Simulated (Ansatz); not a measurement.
Ansatz (a quantum-chemistry and plane-wave program) input:

Ansatz 0.2 input:
```yaml
crystal:
  lattice:
    - [1.9611000896, 1.1322416646, 6.408135545]
    - [-1.9611000896, 1.1322416646, 6.408135545]
    - [0.0, -2.2644833293, 6.408135545]
  atoms:
    - { symbol: Ga, position: [0.0024938495, 0.0024938495, 0.0024938495] }
    - { symbol: Ga, position: [0.4974248424, 0.4974248424, 0.4974248424] }
    - { symbol: P, position: [0.3748843402, 0.3748843402, 0.3748843402] }
    - { symbol: As, position: [0.8751939678, 0.8751939678, 0.8751939678] }
kpoints:
  mp_grid: { grid: [8, 8, 8] }
hamiltonian:
  xc: pbesol
  pseudopotentials: { kind: paw }
scf:
  occupations: { method: fixed }
dielectric: {}
```

Output (shortened):

```
Pseudopotential: Ga, paw, valence charge 13
Pseudopotential: P, paw, valence charge 5
Pseudopotential: As, paw, valence charge 15
Functional definition: PBEsol
Crystal: 4 atoms, lattice volume = 85.373 Å³
Basis set: ecut = 420 eV, 1701 PW (Γ), exchange–correlation on 96×96×96 points (8 copies of the dense FFT grid, shifted against one another)
Bands: 28, of which v1, the nominal top of the filled ones, is band 23 counted from 1 (22 counted from 0)
Symmetry: 6 space group operations
k-points: 150 of 512 (irreducible under 2 space group operations, time reversal used)
SCF iter   1: F=—  HF=-13040.884823 eV  |F-HF|=—  |Δ(HF+E_count)|=         —  Δρ=4.04e-3  dr2=2.42e-2  ethr=1.77e-3  ⟨swp⟩=5.1  Hψ=15520  notcnv=0  defer=405
preconditioner: auto → Resta (q_TF=auto, 2.461 Å⁻¹)
SCF iter   2: F=—  HF=-13040.875774 eV  |F-HF|=—  |Δ(HF+E_count)|=   9.05e-3  Δρ=1.98e-3  dr2=5.02e-3  ethr=5.26e-5  ⟨swp⟩=2.5  Hψ=6400  notcnv=0  defer=450
SCF iter   3: F=—  HF=-13040.875017 eV  |F-HF|=—  |Δ(HF+E_count)|=   7.57e-4  Δρ=6.81e-4  dr2=4.81e-4  ethr=1.09e-5  ⟨swp⟩=2.9  Hψ=7286  notcnv=0  defer=448
SCF iter   4: F=—  HF=-13040.874961 eV  |F-HF|=—  |Δ(HF+E_count)|=   5.59e-5  Δρ=3.21e-4  dr2=1.40e-4  ethr=1.04e-6  ⟨swp⟩=2.0  Hψ=7096  notcnv=0  defer=439
SCF iter   5: F=—  HF=-13040.874968 eV  |F-HF|=—  |Δ(HF+E_count)|=   6.51e-6  Δρ=1.10e-4  dr2=1.27e-5  ethr=3.05e-7  ⟨swp⟩=2.0  Hψ=6757  notcnv=0  defer=401
SCF iter   6: F=—  HF=-13040.874982 eV  |F-HF|=—  |Δ(HF+E_count)|=   1.43e-5  Δρ=2.50e-5  dr2=5.13e-7  ethr=2.77e-8  ⟨swp⟩=3.0  Hψ=8629  notcnv=0  defer=375
SCF iter   7: F=—  HF=-13040.874990 eV  |F-HF|=—  |Δ(HF+E_count)|=   7.88e-6  Δρ=9.68e-6  dr2=6.38e-8  ethr=1.11e-9  ⟨swp⟩=2.0  Hψ=7643  notcnv=0  defer=374
SCF iter   8: F=—  HF=-13040.874990 eV  |F-HF|=—  |Δ(HF+E_count)|=   4.99e-8  Δρ=2.34e-6  dr2=2.94e-9  ethr=1.39e-10  ⟨swp⟩=2.0  Hψ=7505  notcnv=0  defer=374
SCF iter  11: F=-13040.874990 eV  HF=-13040.874990 eV  |F-HF|=1.64e-11  |Δ(HF+E_count)|=  8.55e-11  Δρ=9.56e-8  dr2=1.22e-11  ethr=1.00e-12  ⟨swp⟩=3.0  Hψ=10286  notcnv=0
SCF 1 converged in 11 iterations: F = -13040.874990 eV  dr2 = 1.22e-11
NSCF: frozen V_eff on 5 k-points
DFPT response loops at Γ: preconditioner auto → Resta (q_TF=auto, 2.461 Å⁻¹)  ε∞=7.9 (no band partly filled) …
── the response to a field inside a basis, on 10×10×10 k-points: an SCF that follows is theirs, and a resumed run solves both again ──
Crystal: 4 atoms, lattice volume = 85.373 Å³
Bands: 24, of which v1, the nominal top of the filled ones, is band 23 counted from 1 (22 counted from 0)
k-points: 110
SCF iter   1: F=—  HF=-13040.865795 eV  |F-HF|=—  |Δ(HF+E_count)|=         —  Δρ=1.85e-4  dr2=1.92e-5  ethr=1.00e-1
preconditioner: auto → Resta (q_TF=auto, 2.461 Å⁻¹)
SCF iter   2: F=—  HF=-13040.865794 eV  |F-HF|=—  |Δ(HF+E_count)|=   1.10e-6  Δρ=1.43e-4  dr2=1.03e-5  ethr=4.17e-8
SCF iter   3: F=—  HF=-13040.865794 eV  |F-HF|=—  |Δ(HF+E_count)|=   2.58e-7  Δρ=2.41e-5  dr2=4.46e-7  ethr=2.23e-8
SCF iter   4: F=-13040.865793 eV  HF=-13040.865793 eV  |F-HF|=5.68e-8  |Δ(HF+E_count)|=   8.90e-7  Δρ=9.24e-6  dr2=7.74e-8  ethr=9.69e-10
SCF 1 converged in 4 iterations: F = -13040.865793 eV  dr2 = 7.74e-8
DFPT response loops at Γ: preconditioner auto → Resta (q_TF=auto, 2.461 Å⁻¹)  ε∞=7.8 (no band partly filled) …
SCF converged after 11 iterations
Free energy (F): -13040.874990 eV
Harris-Foulkes:  -13040.874990 eV  (|F-HF|=1.64e-11)
Internal energy: -13040.874990 eV  (E = F + TS)
E sigma→0 (E₀):  -13040.874990 eV
Fermi energy:    7.683479 eV
--- Per-component energies (eV) ---
  E_band       = -376.938986
  E_kinetic    = 405.561984
  E_local      = -6378.966690  (includes V_loc(G=0)·N_el)
  E_nonlocal   = 217.752090
  E_hartree    = 3117.365535
  E_xc         = -276.940296
  E_vxc        = -256.487399  (∫ρ·V_xc dr)
  E_paw        = -6246.428211  (= ΣΔE_a)
  E_vpaw       = -599.529840  (= ΣTr[D̂ρ^β])
  E_aug_tail   = -0.000226  (compensation charges beyond the density's cutoff)
  E_ewald      = -3881.957656
  E_core_change = 2.738480  (= ΣΔE_core)
  E_smearing   =  0.000000  (= −TS)
  E_closure    = 0.000000  (closes the sum)
  Σ components = -13040.874990   (vs F -13040.874990, Δ=0.00e0)
  [band-id]    e_kinetic+e_local+e_nonlocal+2·e_hartree+e_vxc+e_vpaw+e_augmentation_tail = -376.939011   (vs E_band -376.938986, Δ=-2.51e-5)
--- Band table (eV; the first three rows and the last of 150) ---
  k-point 0: bands = ["-27.3716", "-27.3680", "-27.3680", "-27.3575", "-27.3575", "-7.2150", "-7.1517", "-7.1517", "-7.0782", "-7.0782", "-7.0471", "-6.9962", "-6.9962", "-6.9212", "-6.9212", "-5.0718", "-3.1148", "0.8882", "6.3695", "6.3695", "7.5708", …
  k-point 1: bands = ["-27.3715", "-27.3680", "-27.3679", "-27.3575", "-27.3573", "-7.2151", "-7.1577", "-7.1468", "-7.0807", "-7.0770", "-7.0467", "-7.0004", "-6.9918", "-6.9241", "-6.9211", "-4.8932", "-2.9964", "0.9998", "5.2313", "6.0940", "6.1561", …
  k-point 2: bands = ["-27.3712", "-27.3682", "-27.3676", "-27.3576", "-27.3569", "-7.2203", "-7.1681", "-7.1357", "-7.0858", "-7.0732", "-7.0537", "-7.0002", "-6.9819", "-6.9306", "-6.9199", "-4.3833", "-2.6942", "1.1910", "3.7962", "4.1915", "5.7379", …
  k-point 149: bands = ["-27.3716", "-27.3680", "-27.3680", "-27.3575", "-27.3575", "-7.2071", "-7.1503", "-7.1503", "-7.0760", "-7.0760", "-7.0616", "-6.9993", "-6.9993", "-6.9219", "-6.9219", "-4.4630", "-4.1774", "3.3968", "3.6881", "6.6085", "6.6085", …
--- Dielectric response (ions clamped): 3 representative field directions + reference, inside a basis on a mesh of 1000 k-points (Σ response iterations 18) ---
  ε∞ (high-frequency dielectric tensor):
       12.102176     0.000000     0.000000
        0.000000    12.102176     0.000000
        0.000000     0.000000    11.997272
  Born effective charges Z* (e; rows j = field, columns β = displacement):
    site 0:
         2.15537    0.00000    0.00000
         0.00000    2.15537    0.00000
         0.00000    0.00000    2.27021
    site 1:
         2.06603    0.00000    0.00000
         0.00000    2.06603    0.00000
         0.00000    0.00000    1.96154
    site 2:
        -2.25772    0.00000    0.00000
         0.00000   -2.25772    0.00000
         0.00000    0.00000   -2.24396
    site 3:
        -1.96368    0.00000    0.00000
         0.00000   -1.96368    0.00000
         0.00000    0.00000   -1.98779
  Z* charge neutrality: 4.724e-3 e pre-enforcement
  solved inside a basis spanned on kpoints, on 10×10×10 k-points transformed towards the longest dipole …
```

Cost: roughly 9 core-minutes on shared cores.

Space group R3m. The workflow started from a Materials Project entry (that database holds measured and hypothetical structures alike); the Crystallography Open Database copy checked does not list it. With P and As taken as one species the cell has the higher symmetry F-43m, so it may be an ordered model of a mixed-site phase. Whether it is the stable phase at ambient conditions was not checked. The cell was relaxed with PBEsol under the symmetry of its start; whether a distortion lowers the energy is not shown. Scalar-relativistic: spin–orbit coupling is off unless named, which matters more the heavier the elements.

Potentials: the later of the program's two PAW sets.

Ansatz is a plane-wave DFT program.
